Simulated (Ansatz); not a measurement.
System: Cu (fcc type), 1 atom in the cell.

The calculation used PBE, all-electron LAPW, point nucleus in Ansatz 0.2.0 development build.

k-mesh 4×4×4 Γ-centred; Fermi–Dirac smearing of 0.15 eV; no spin polarisation.

```yaml
crystal:
  lattice:
    - [0.00000, 1.81710, 1.81710]
    - [1.81710, 0.00000, 1.81710]
    - [1.81710, 1.81710, 0.00000]
  atoms:
    - { symbol: Cu, position: [0.00000, 0.00000, 0.00000] }
```
Lattice in Å, positions in fractions of it.

Problem. What pressure does the calculation give?

Solution. The pressure is 1.06 GPa, so at these settings the cell is compressed and would expand.

The k-mesh is coarse, so these values belong to this mesh and can lie far from the converged ones.
